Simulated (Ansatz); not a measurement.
Level of theory: DFT PBE, scalar-relativistic, plane waves, PAW (Ansatz 0.2.0). Settings: cutoff 420 eV, Γ-centred meshes spaced at most about 0.3 Å⁻¹ (2π included), Gaussian smearing. No spin polarisation in the final relaxations.

These are static total energies at zero pressure.

Two forms of Mg₃CdTe₄ were relaxed alike.

A.

```
CELL_PARAMETERS angstrom
6.53598 0.00000 0.00000
0.00000 6.53598 0.00000
0.00000 0.00000 6.53598
ATOMIC_POSITIONS crystal
Mg 0.00000 0.00000 0.50000
Mg 0.00000 0.50000 0.00000
Mg 0.50000 0.00000 0.00000
Cd 0.50000 0.50000 0.50000
Te 0.75313 0.75313 0.75313
Te 0.75313 0.24687 0.24687
Te 0.24687 0.75313 0.24687
Te 0.24687 0.24687 0.75313
```

B.

```
CELL_PARAMETERS angstrom
4.63180 0.00000 0.00000
0.00000 4.63180 0.00000
0.00000 0.00000 13.01950
ATOMIC_POSITIONS crystal
Mg 0.00000 0.00000 0.00000
Mg 0.50000 0.50000 0.24783
Mg 0.50000 0.50000 0.75217
Cd 0.00000 0.00000 0.50000
Te 0.50000 0.00000 0.37094
Te 0.00000 0.50000 0.62906
Te 0.50000 0.00000 0.87607
Te 0.00000 0.50000 0.12393
```

Question: Which arrangement of the elements on these sites is preferred, and by what margin?

Answer: They are level within the accuracy (under 1 meV/atom apart). The two share one framework of sites and differ in which element sits where. A has Mg and Cd ordered on zinc blende sites, space group P-43m (No. 215), 34.9 Å³/atom and a gap of 1.78 eV on its mesh; B has Mg and Cd ordered on zinc blende sites, space group P-4m2 (No. 115), 34.9 Å³/atom and a gap of 1.78 eV. Counting Te atoms around Cd and Mg (those within 1.25 times the shortest such distance or 1.15 times the sum of covalent radii, 1.27 where that leaves under three), A and B both have Mg 4, Cd 4. Both come from invented guesses.

These runs have no spin–orbit coupling, which can matter for Te. Kohn–Sham gaps at this level usually fall short of measured ones. The missing spin–orbit coupling can work the other way here. Cells relaxed within their symmetry can be saddle points.
